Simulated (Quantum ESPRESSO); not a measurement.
**Band energies of Y₂CI₂ monolayer**

```
Y2CI2
1.0
    3.82092     0.00000     0.00000
   -1.91046     3.30901     0.00000
    0.00000     0.00000    22.90000
C Y I
1 2 2
Direct
  0.00000   0.00000   0.00000
  0.33333   0.66667   0.05678
  0.66667   0.33333   0.94322
  0.66667   0.33333   0.14994
  0.33333   0.66667   0.85006
```

PBEsol (Quantum ESPRESSO, PseudoDojo norm-conserving, 82 Ry, without SOC); path ΓMKΓ; energies in eV from the valence-band maximum.

| k (1/Å) | point | band 16 | band 17 | band 18 | band 19 | band 20 | band 21 | band 22 | band 23 |
|---|---|---|---|---|---|---|---|---|---|
| 0.00 | Γ | -1.21 | -0.79 | -0.79 | 0.00 | 0.00 | 2.33 | 2.33 | 2.63 |
| 0.19 |  | -1.40 | -1.04 | -0.89 | -0.51 | -0.15 | 2.05 | 2.52 | 2.73 |
| 0.38 |  | -1.41 | -1.14 | -1.01 | -0.96 | -0.39 | 1.43 | 2.88 | 2.99 |
| 0.57 |  | -1.55 | -1.41 | -1.16 | -0.88 | -0.45 | 0.87 | 3.06 | 3.61 |
| 0.76 |  | -1.75 | -1.59 | -1.43 | -0.72 | -0.41 | 0.51 | 3.54 | 3.68 |
| 0.95 | M | -1.83 | -1.66 | -1.62 | -0.61 | -0.39 | 0.39 | 3.61 | 4.06 |
| 1.13 |  | -2.13 | -2.13 | -1.56 | -0.74 | -0.57 | 0.89 | 3.69 | 3.95 |
| 1.31 |  | -2.72 | -2.69 | -1.48 | -1.06 | -0.52 | 1.72 | 3.13 | 3.56 |
| 1.50 | K | -2.66 | -2.66 | -1.31 | -1.31 | -0.50 | 2.52 | 2.88 | 2.88 |
| 1.65 |  | -2.72 | -2.72 | -1.41 | -1.12 | -0.54 | 2.27 | 2.34 | 3.82 |
| 1.81 |  | -2.58 | -2.52 | -1.34 | -0.93 | -0.65 | 1.78 | 2.26 | 4.03 |
| 1.97 |  | -2.00 | -1.97 | -1.20 | -0.83 | -0.76 | 1.52 | 2.29 | 3.71 |
| 2.12 |  | -1.54 | -1.48 | -1.07 | -0.94 | -0.65 | 1.56 | 2.34 | 3.48 |
| 2.28 |  | -1.37 | -1.14 | -1.02 | -0.83 | -0.41 | 1.85 | 2.39 | 3.06 |
| 2.44 |  | -1.30 | -1.00 | -0.87 | -0.37 | -0.12 | 2.17 | 2.41 | 2.72 |
| 2.59 | Γ | -1.21 | -0.79 | -0.79 | 0.00 | 0.00 | 2.33 | 2.33 | 2.63 |

The PBEsol gap is indirect, 0.39 eV, from Γ to M; the smallest direct gap is 0.78 eV. The valence-band maximum lies 5.01 eV below the vacuum level.

Without spin-orbit coupling, band edges of such heavy elements can be off by tenths of an eV.

Geometry relaxed with PBEsol.

This is a model layer cut from the bulk structure; whether it is stable on its own was not checked.
